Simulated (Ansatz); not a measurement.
Relaxed-ion elastic tensor of V (bcc (W type), Im-3m) in GPa (Voigt order), PBE+D3(BJ) in the plane-wave PAW code Ansatz; density 6.59 g/cm³, 12.84 Å³ per atom.

|  | 1 | 2 | 3 | 4 | 5 | 6 |
|---|---|---|---|---|---|---|
| 1 | 295 | 151 | 151 | 0.0 | 0.0 | 0.0 |
| 2 | 151 | 295 | 151 | 0.0 | 0.0 | 0.0 |
| 3 | 151 | 151 | 295 | 0.0 | 0.0 | 0.0 |
| 4 | 0.0 | 0.0 | 0.0 | 24.3 | 0.0 | 0.0 |
| 5 | 0.0 | 0.0 | 0.0 | 0.0 | 24.3 | 0.0 |
| 6 | 0.0 | 0.0 | 0.0 | 0.0 | 0.0 | 24.3 |

Problem. Is the crystal mechanically stable?

Solution. Yes: the smallest eigenvalue of C is 24.3 GPa.

Problem. Work out the Voigt, Reuss and Hill averages.

Solution. K_V = 199, K_R = 199, K_H = 199; G_V = 43.4, G_R = 33.0, G_H = 38.2 GPa.

Problem. Give Young's modulus, Poisson's ratio, Pugh's ratio and the universal anisotropy index.

Solution. E = 9KG/(3K + G) = 108 GPa; ν = 0.41; K/G = 5.20 (ductile by the Pugh limit of 1.75); A_U = 5G_V/G_R + K_V/K_R − 6 = 1.57.

Problem. Estimate the sound speeds and the Debye temperature.

Solution. v_l = √((K + 4G/3)/ρ) = 6160 m/s, v_t = √(G/ρ) = 2410 m/s, mean 2730 m/s; Θ = (h/k)(3n/4πV)^(1/3) v_m = 347 K.

Problem. Give the Zener ratio and Young's modulus along [100], [110] and [111].

Solution. A = 2C44/(C11 − C12) = 0.34; 1/E = S11 − 2(S11 − S12 − S44/2)Γ with Γ = 0, 1/4, 1/3 gives 193, 83.2, 69.9 GPa.

Problem. Solve the Christoffel equation for the three sound speeds along [100], [110], [111].

Solution. Eigenvalues of C_ijkl n_j n_l equal ρv². In km/s, slowest first: [100] 1.92, 1.92, 6.69; [110] 1.92, 3.31, 6.12; [111] 2.92, 2.92, 5.92.

The PBE+D3(BJ) relaxation kept the symmetry of its start. The workflow began spin-polarised and lost its moments. The pairwise dispersion correction was not fitted to metals. As this level gives no gap, shear constants depend on the k-mesh and smearing (Fermi–Dirac, 0.1 eV here). On the denser mesh and wider smearing of the elastic run this cell carries a stress of 0.4 GPa.

Potentials: the earlier of the program's two PAW sets.
